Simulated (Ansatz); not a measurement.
**Migration of Si in Si**

The calculation used DFT r2SCAN, scalar-relativistic, plane waves, PAW in Ansatz 0.2.0. Run with 500 eV cutoff, 2×2×2 k-mesh, Gaussian smearing of 0.02 eV, no spin polarisation.

Host crystal, relaxed:

```
Si
1.0
     0.00000    2.72185    2.72185
     2.72185    0.00000    2.72185
     2.72185    2.72185    0.00000
Si
2
Direct
  0.75000 0.75000 0.75000
  0.50000 0.50000 0.50000
```

In a supercell of 16 host sites, Si trades places with a neighbouring Si vacancy, moving 2.36 Å between the relaxed ends. Climbing-image nudged elastic band at fixed cell with images 0 (start) to 6 (end), the path measured over all atoms, converged to 0.05 eV/Å; the order of the saddle wasn't checked, and the small cell leaves errors of about a tenth of an eV.

Supercell rows in host cell vectors: 0 -2 2; 0 0 2; -2 0 2. Si was set at (0.750, 0.750, 0.750) of the host cell.

At the relaxed start Si has 3 Si at 2.36 Å.

Question: What barrier does the band give, and what surrounds the atom at the top?

Answer: 1.04 eV at image 3, where Si has 6 Si at 2.92 Å.

Cost: 1 run of about 14 core-minutes, on Intel Xeon Processor @ 2.50GHz (Skylake/Cascade Lake) (shared hosts).